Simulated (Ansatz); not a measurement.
Input:

Sn (space group I4/mmm)

```yaml
crystal:
  lattice:
    - [-3.99945, 3.99945, 2.31381]
    - [3.99945, -3.99945, 2.31381]
    - [3.99945, 3.99945, -2.31381]
  atoms:
    - { symbol: Sn, position: [0.17843, 0.17843, 0.35686] }
    - { symbol: Sn, position: [0.17843, 0.82157, 0.00000] }
    - { symbol: Sn, position: [0.82157, 0.17843, 0.00000] }
    - { symbol: Sn, position: [0.82157, 0.82157, 0.64314] }
```

E(V) scan at fixed shape, V₀ the volume above. The atoms relax within the cell's symmetry.

All values below come from PBEsol (plane waves to 420 eV, PAW, scalar-relativistic; Ansatz, an electronic-structure program). k mesh 12×12×12 (Γ-centred), Fermi-Dirac smearing 0.05 eV. E stands for the smeared free energy. Compression counts positive. With the shape held, the modulus is that of even scaling; a crystal free to change shape is softer. Sn was relaxed with its symmetry unable to fall. This is one of several known forms of Sn; the measured ambient cells at hand have space group No. 141 or 227. ΔE is measured from the relaxed starting cell.

The scan covers V/V₀ from 0.900 to 1.100 in 9 points.

Task: What is the fitted pressure derivative B₀′?

Result: 4.9.

Task: What bulk modulus at fixed cell shape B₀ follows from a third-order Birch-Murnaghan fit?

Result: 38.3 GPa.

(Under strain, the slope of the energy per volume gives the stress and its curvature an elastic modulus.)
